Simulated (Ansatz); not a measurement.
ScPd, in the lowest of the structures calculated here: Pm-3m (No. 221), cP2, CsCl type; a = b = c = 3.2664 Å, α = β = γ = 90.00°; Pd 1b (0.500, 0.500, 0.500); Sc 1a (0.000, 0.000, 0.000). Calculation: PBEsol (plane waves to 420 eV, PAW, scalar-relativistic; Ansatz, a first-principles code). Element references, the lowest calculated here: Pd (Fm-3m), Sc (P6₃/mmc).

Task: Predict the formation energy of this Pm-3m form of ScPd from the elements from PBEsol.

Result: -0.90 eV/atom.

Task: Is it stable against the other phases calculated?

Result: Yes: the most favourable decomposition, ScPd → 0.33 ScPd3 + 0.67 Sc (Sc P6₃/mmc, ScPd3 Pm-3m), costs 0.32 eV/atom.

Task: Over what range of chemical potentials is ScPd stable among the phases calculated here? Give the corners of its window as Δμ = μ − μ(element).

Result: 
```csv
in equilibrium with,Δμ(Pd) (eV),Δμ(Sc) (eV)
Sc,-1.80,0.00
ScPd3,-0.83,-0.97
```

At every corner Σ nΔμ equals the formation energy, about -1.8 eV per formula unit; the corners carry the error of several atoms' energies, a few 0.01 eV.

This is the hull of the energies calculated here, no anion corrections; phases that were not calculated are missing from it. Values are rounded to 0.01 eV/atom. The compounds carry no spin polarisation.
